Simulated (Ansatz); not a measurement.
TlGaSe2: the gap from level to level

A database entry relaxed whole under r2SCAN at zero pressure (I4/mcm, No. 140):

```
CELL_PARAMETERS angstrom
-4.06661 4.06661 3.22804
4.06661 -4.06661 3.22804
4.06661 4.06661 -3.22804
ATOMIC_POSITIONS crystal
Tl 0.25000 0.25000 0.00000
Tl 0.75000 0.75000 0.00000
Ga 0.75000 0.25000 0.50000
Ga 0.25000 0.75000 0.50000
Se 0.65895 0.15895 0.81790
Se 0.15895 0.34105 0.50000
Se 0.34105 0.84105 0.18210
Se 0.84105 0.65895 0.50000
```

Its volume is 26.69 Å³ an atom, +2.6 % against the entry's 26.01, a cell as deposited in COD (1977).

Single points on this cell with plane-wave PAW DFT (Ansatz 0.2.0; r2SCAN 500 eV, hybrids 420 eV; fermi-dirac occupations of width 0.020 eV; no moments): r2SCAN on a 6×6×6 Γ-centred mesh; r2SCAN with spin-orbit coupling on a 4×4×4 Γ-centred mesh; HSE06 on a 4×4×4 Γ-centred mesh; PBE0 on a 4×4×4 Γ-centred mesh.

Task: What does each level give for gap and charges?

Result: The runs give:

```tsv
level	gap (eV), or kind	pressure (GPa)	Bader charge of Tl (e)	Bader charge of Ga (e)	Bader charge of Se (e)
r2SCAN	0.85	0.0	+0.59	+1.08	-0.84
r2SCAN with spin-orbit coupling	0.64	-0.1	+0.57	+1.08	-0.83
HSE06	1.03	0.3	+0.60	+1.12	-0.86
PBE0	1.65	0.2	+0.60	+1.13	-0.87
```

Under r2SCAN the gap is 0.85 eV, over mesh and band path. HSE06 moves it by +0.18 eV and PBE0 by +0.79 eV; PBE0 keeps its exact exchange at long range, which widens the gap over HSE06's by 0.61 eV on their common mesh. Spin-orbit coupling moves the r2SCAN gap by -0.21 eV, which the hybrid values lack. The charge on Ga goes from +1.08 to +1.12 e under HSE06.

Caveats: the relaxation kept the start's symmetry; HSE06 is read on its mesh and at the zone's corners, PBE0 on its mesh alone; hybrid pressures are good to a few tenths of a GPa; no dispersion correction, so weakly bound layers or chains stand too far apart and gaps read wide; pressure is positive in compression.
